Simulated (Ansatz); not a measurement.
Density of states of Co

```yaml
crystal:
  lattice:
    - [2.49539, 0.00000, 0.00000]
    - [-1.24770, 2.16107, 0.00000]
    - [0.00000, 0.00000, 4.03175]
  atoms:
    - { symbol: Co, position: [0.33333, 0.66667, 0.25000] }
    - { symbol: Co, position: [0.66667, 0.33333, 0.75000] }
```

The conventional cell has a = 2.495 Å, b = 2.495 Å, c = 4.032 Å, α = 90.00°, β = 90.00°, γ = 120.00°. Co (atom 1) has 12 Co at 2.48 to 2.50 Å as nearest neighbours.

The structure comes from a relaxation in the same program, started in the hcp type, and has space group P6_3/mmc. Whether it is a known phase or the ground state wasn't checked.

Level of theory: Ansatz 0.2.0, DFT, PBE, all-electron LAPW, scalar-relativistic.

Settings: a Γ-centred 17×17×9 k mesh, Fermi–Dirac smearing of 0.05 eV, basis error target 0.25 meV/atom, spin-polarised from start moments Co1 2, Co2 2 μB, ending with a cell moment of 3.25 μB.

States per eV and cell, averaged over 0.6 eV, from -8.8 to 5.4 eV, with energies (bin centres) from the Fermi level; empty bins are left out. The partial columns, the largest 2 alone, are projections on Löwdin-orthogonalised atomic shells (those that the program's projection atoms carry: the occupied ones and, for some elements, an empty d or f shell; other empty shells have no column), summed over atoms of an element and both spins. Weights on diffuse s and p shells depend on that basis and aren't pure angular character.

| E (eV) | spin-up | spin-down | Co 3d | Co 4s |
| --- | --- | --- | --- | --- |
| -8.6 | 0.04 | 0.04 | 0.00 | 0.07 |
| -8.0 | 0.07 | 0.07 | 0.00 | 0.13 |
| -7.4 | 0.10 | 0.09 | 0.00 | 0.18 |
| -6.8 | 0.13 | 0.12 | 0.01 | 0.23 |
| -6.2 | 0.17 | 0.14 | 0.04 | 0.27 |
| -5.6 | 0.29 | 0.19 | 0.12 | 0.35 |
| -5.0 | 0.94 | 0.26 | 0.71 | 0.47 |
| -4.4 | 1.66 | 0.48 | 1.69 | 0.42 |
| -3.8 | 1.76 | 0.83 | 2.22 | 0.31 |
| -3.2 | 1.71 | 1.26 | 2.69 | 0.19 |
| -2.6 | 2.90 | 1.40 | 4.05 | 0.12 |
| -2.0 | 2.47 | 1.51 | 3.71 | 0.12 |
| -1.4 | 1.84 | 1.80 | 3.47 | 0.07 |
| -0.8 | 3.29 | 2.71 | 5.77 | 0.11 |
| -0.2 | 0.34 | 1.63 | 1.79 | 0.11 |
| 0.4 | 0.30 | 1.49 | 1.62 | 0.12 |
| 1.0 | 0.31 | 3.08 | 3.17 | 0.15 |
| 1.6 | 0.27 | 0.82 | 0.81 | 0.17 |
| 2.2 | 0.24 | 0.40 | 0.32 | 0.18 |
| 2.8 | 0.23 | 0.34 | 0.22 | 0.17 |
| 3.4 | 0.23 | 0.28 | 0.15 | 0.16 |
| 4.0 | 0.22 | 0.26 | 0.11 | 0.14 |
| 4.6 | 0.20 | 0.25 | 0.09 | 0.12 |
| 5.2 | 0.15 | 0.21 | 0.06 | 0.09 |

Problem. Which of the resolved shells contributes most within 0.3 eV of the Fermi level?

Solution. Co 3d, with 90 % of all states there; Co 4s follows with 6 %.

Problem. Where is the centre of the filled Co 3d states between -14 eV and the top of the filled states?

Solution. -2.20 eV from the Fermi level.
